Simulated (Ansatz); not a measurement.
TiTeSe:
```xyz
3
Lattice="3.6628 0.0000 0.0000 -1.8314 3.1721 0.0000 0.0000 0.0000 6.4893" Properties=species:S:1:pos:R:3 pbc="T T T"
Ti     0.0000     0.0000     6.3495
Te     1.8314     1.0574     1.6746
Se     0.0000     2.1147     4.9547
```

Relaxed with r²SCAN+D4. Special points in fractions of this cell's reciprocal vectors: Γ (0.000, 0.000, 0.000); M (0.500, 0.000, 0.000); K (0.333, 0.333, 0.000); A (0.000, 0.000, 0.500); L (0.500, 0.000, 0.500); H (0.333, 0.333, 0.500).

### Question
List the band energies nearest the Fermi level at these points for the program Ansatz at the r²SCAN+D4 level (PAW).

### Answer
In eV from the Fermi level; about four levels below and three above (degenerate sets whole), none deeper than 8.9 eV; points with the same levels are listed once.

| k | below | above |
|---|---|---|
| Γ | -5.50 -2.71 -2.71 -0.60 | 0.30 0.30 0.77 0.77 |
| M | -3.18 -2.79 -2.60 -1.23 | 0.07 1.16 1.53 |
| K | -4.03 -2.98 -2.92 -2.49 | 1.02 1.23 1.44 |
| A | -4.13 -2.80 -2.69 -2.69 | 0.29 0.29 0.62 0.62 |
| L | -2.87 -1.70 -1.02 -0.11 | 1.16 1.50 2.86 |
| H | -4.26 -3.43 -2.35 -2.26 | 0.99 1.04 1.08 |

Space group P3m1. The first step of the workflow began from a Materials Project structure, measured or hypothetical; the Crystallography Open Database copy checked does not list it. Its standing as an ambient phase is unchecked. The cell was relaxed with r²SCAN+D4 under the symmetry of its start; its stability against distortions is not shown here. No spin polarisation was allowed. Scalar-relativistic: spin–orbit coupling is off unless named, which matters more the heavier the elements.

Potentials: the later of the program's two PAW sets.
